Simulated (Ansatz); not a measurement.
A geometry of SiNi away from equilibrium: step 2 of the relaxation of a relaxed SiNi cell displaced along its unstable phonon at q = (½, ½, 0) of its primitive reciprocal cell (329i cm⁻¹), largest move 0.15 Å. Calculation: PBEsol (plane waves to 420 eV, PAW, scalar-relativistic; Ansatz, a program for electronic structure). Γ-centred k-mesh 12×12×12 on the run's cell (coarser than for final values), Fermi–Dirac smearing 0.05 eV. The plane waves were selected for a different cell earlier on the path.

```
CELL_PARAMETERS angstrom
      0.00000     4.61171     4.67918
      2.30585     2.30585     4.67918
      2.30585     2.30585     0.00000
ATOMIC_POSITIONS crystal
  Ni 0.00000 0.94705 0.05295
  Ni 0.50000 0.05295 0.94705
  Si 0.00000 0.43801 0.56199
  Si 0.50000 0.56199 0.43801
```

Problem. Give the Cartesian forces on all atoms (eV/Å).

Solution. 
```
atom    Fx    Fy     Fz
----  ----  ----  -----
Ni1   0.00  0.00  -1.69
Ni2   0.00  0.00   1.69
Si3   0.00  0.00  -1.16
Si4   0.00  0.00   1.16
```

The path ends in P4/nmm (No. 129). No spin polarisation in the result. A magnetic state may lie lower.

The run could not lose the symmetry of its start, so the end can be a saddle point.

The end of the path is a generated cell of SiNi: the first start was made by placing the elements on the sites of a structure type, and the end was not matched to a known phase here, so it may be hypothetical. Known forms of SiNi include space group No. 62.
